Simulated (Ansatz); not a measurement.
## Notes on Tl3PbO

```yaml
crystal:
  lattice:
    - [3.48863, 6.04249, 0.00000]
    - [-3.48863, 6.04249, 0.00000]
    - [0.00000, 0.00000, 6.20911]
  atoms:
    - { symbol: Tl, position: [0.16078, 0.16078, 0.25000] }
    - { symbol: Tl, position: [0.83922, 0.32156, 0.75000] }
    - { symbol: Tl, position: [0.67844, 0.16078, 0.25000] }
    - { symbol: Tl, position: [0.83922, 0.83922, 0.75000] }
    - { symbol: Tl, position: [0.16078, 0.67844, 0.25000] }
    - { symbol: Tl, position: [0.32156, 0.83922, 0.75000] }
    - { symbol: Pb, position: [0.66667, 0.66667, 0.25000] }
    - { symbol: Pb, position: [0.33333, 0.33333, 0.75000] }
    - { symbol: O, position: [0.00000, 0.00000, 0.00000] }
    - { symbol: O, position: [0.00000, 0.00000, 0.50000] }
```

The numbers come from plane-wave PAW DFT (Ansatz): r2SCAN, no spin polarisation, 500 eV, 6×6×6 Γ-centred k points, fermi-dirac occupations (width 0.1 eV). Nothing was relaxed.

Problem. What does the stress say?

Solution. The pressure is 0.2 GPa (compression positive), so with the atoms held at these fractions the cell is close to zero pressure. The principal stresses -0.6, 0.5, 0.5 GPa differ, so its shape would change too.

Problem. Is there a gap?

Solution. It is a metal, with about 4 states/eV a cell as the mean within 0.25 eV of the Fermi level, mostly Pb p (47 %), Tl p (30 %) and Tl s (13 %).

Problem. Where is the largest force?

Solution. The largest is on Tl5 (and as large on other atoms): 0.22 eV/Å, components (0.19, -0.11, 0.00). It makes 141° with the line to a nearest neighbour, O9 at 2.49 Å, pointing away from it.

Problem. What is the formation energy?

Solution. -0.26 eV an atom against the elements' usual phases (free molecules for gases, crystals otherwise, with no correction for O₂ or N₂), so it is bound against them; other compounds may still compete. Relaxing would lower it.

Origin: a known structure type with other elements, at an estimated volume, so it need not be a known compound. Caveats: many states at the Fermi level without spin polarisation, so a magnetic state may lie lower.
